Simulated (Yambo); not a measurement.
A BSE run in Yambo for Ba₂OsH₆ (space group Fm-3m, No. 225) (PBEsol bands; 6×6×6 mesh, 6 valence and 9 conduction bands, static screening with 69 bands and a 3 Ry block, scissor 0.98 eV, Tamm-Dancoff; field along x) gives:

```tsv
state	energy (eV)	states within 2 meV	relative strength	class
1	2.29	3	< 0.01	dark
2	2.54	3	< 0.01	dark
3	2.69	2	< 0.01	dark
4	2.74	1	< 0.01	dark
5	2.74	3	< 0.01	dark
```

Problem. What changes when the window shrinks to 6 valence and 3 conduction bands?

Solution. The lowest state goes from 2.285 eV to 2.334 eV, and its distance below the direct gap from 0.834 eV to 0.785 eV. These are vertical excitations (zero momentum); the indirect quasiparticle gap, about 2.80 eV, is smaller than the direct one (3.12 eV on the GW mesh). The scissor comes from a G0W0 run whose convergence isn't established.

Spin-orbit coupling is not included.

Geometry of the Materials Project entry, not relaxed at this level; primitive cell a = 5.7222 Å, b = 5.7222 Å, c = 5.7222 Å, α = 60.00°, β = 60.00°, γ = 60.00°.

The structure is a Materials Project entry; no match was found in the copy of COD used, and its stability was not checked.
